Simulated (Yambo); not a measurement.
RPA spectrum of GaN (zinc blende, space group F-43m, No. 216) on PBEsol bands in Yambo (16×16×16 mesh, 20 bands, 4 Ry local-field block, 0.2 eV broadening; field along x). CGrdSpXd merges neighbouring transition energies to save time; the report line [X-CG] gives the poles kept by one of the 4 MPI tasks, and where the merging fails may depend on that split.

| CGrdSpXd asked (%) | share reached (%) | poles used (one task) | static ε | largest change of Im ε (% of its maximum) | rough time |
|---|---|---|---|---|---|
| 100 | 100 | 3867 | 5.89 | 0.0 | 1 |
| 70 | 69 | 2704 | 5.89 | 0.1 | within a factor of two |
| 30 | 29 | 1158 | 5.90 | 0.9 | within a factor of two |
| 15 | 1 | 68 | 6.06 | 25 | within a factor of two |
| 5 | 1 | 68 | 6.06 | 25 | within a factor of two |

All runs end normally. In the runs at 15 %, 5 % few poles are left or the spectrum changes by over a quarter of its peak, and no warning says so. Times are rough ratios from shared machines. The k mesh wasn't tested; the rows compare only with each other.

Spin-orbit coupling is not included.

Geometry relaxed with PBEsol; primitive cell a = b = c = 3.1817 Å, α = β = γ = 60.00°.

This is not the ordinary phase of the substance; no match was found in the copy of COD used, and its stability was not checked.
